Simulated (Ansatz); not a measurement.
Ni3Ge (Cu3Au type, Pm-3m) at seven volumes, the program Ansatz at the r²SCAN level (PAW), scaled uniformly. One row is withheld.

| V (Å³/atom) | P (GPa) |
|---|---|
| 10.030 | 25.43 |
| 10.360 | 15.42 |
| 10.691 | 7.02 |
| 11.022 | -0.02 |
| 11.352 | -5.92 |
| 11.683 | ? |
| 12.014 | -15.00 |

Problem. Fit the shown pressures and predict the withheld one.

Solution. P = (3/2)B₀(x^(7/2) − x^(5/2))[1 + (3/4)(B′ − 4)(x − 1)] with x = (V₀/V)^(2/3). Least squares on the six rows gives V₀ = 11.021 Å³/atom, B₀ = 214 GPa, B′ = 4.88. At V = 11.683, x = 0.9619 and P = -10.83 GPa. The run itself gave -10.87 GPa.

The first step of the workflow began from a Materials Project structure, measured or hypothetical; the Crystallography Open Database copy checked does not list it. Its standing as an ambient phase is unchecked. The cell was relaxed with r²SCAN under the symmetry of its start; of distortions, only those at the zone centre were tested. The run is not spin-polarised.

Potentials: the later of the program's two PAW sets.
